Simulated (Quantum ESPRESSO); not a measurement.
# Planted mistakes on one cell of NbTi2O5F3

Calculated results; nothing here was measured. They come from pw.x of Quantum ESPRESSO 7.5, a plane-wave density functional program, with PseudoDojo standard norm-conserving files (v0.5 for PBE, v0.4.1 for LDA and PBEsol). The cells are made up: elements, strain and atom displacements were drawn at random, and nothing was relaxed. There is no spin polarisation, spin-orbit coupling or dispersion term.

The cell has 12 sites of a fluorite lattice. Sites 1 to 4 hold Nb Ti Ti empty; sites 5 to 12 hold O F O O O F O F. Cell vectors in Å: (4.862, 0.000, 0.000); (0.000, 4.862, 0.000); (0.000, 0.000, 4.862). Settings: PBE, cutoff 1143 eV, 5 x 5 x 5 k mesh shifted by half a step, Fermi-Dirac smearing of 0.025 eV.

The intended run has a self-consistency threshold of 1e-07 eV, a smearing term of 0.000 eV, a pressure of -1.66 GPa and 24 iterations. Each further run changes one thing: atoms of sites 1 and 2 exchanged; cutoff 772 eV; k mesh 2 x 2 x 2; one electron added; smearing 0.52 eV; threshold 0.2 eV. A coarse mesh keeps the shift, and a charged cell sits in a uniform background.

```
run  change of free energy (eV)  smearing term -TS (eV)  change of P (GPa)  largest change of a force component (eV/Å)  iterations
  A                      -0.282                   0.000              -0.74                                       0.103          22
  B                       2.675                   0.000             -25.12                                       0.054          20
  C                      -0.015                   0.000               0.12                                       1.390          23
  D                      11.036                  -0.029              24.80                                       0.168          22
  E                      -1.157                  -2.985               3.34                                       1.597          20
  F                       0.060                   0.000               1.55                                       0.184          10
```

A rerun of the intended cell at 1467 eV and k mesh 7 x 7 x 7 moved values by no more than 0.003 eV in the cell's energy, 0.05 GPa in stress and 0.004 eV/Å in force.

Question: which change belongs to which run?

## Worked reading

Run F has the fewest iterations, as a run stopped early does. Run E has the largest smearing term, as wide smearing gives. Run B has a higher energy and the largest fall in pressure, as too small a basis gives. Energies from files of another functional, or of a charged cell, have another zero and say nothing on stability; the pressure of a charged cell rests on the program's zero of potential too.

## Key

```
run                            change
  A                  k mesh 2 x 2 x 2
  B                     cutoff 772 eV
  C  atoms of sites 1 and 2 exchanged
  D                one electron added
  E                  smearing 0.52 eV
  F                  threshold 0.2 eV
```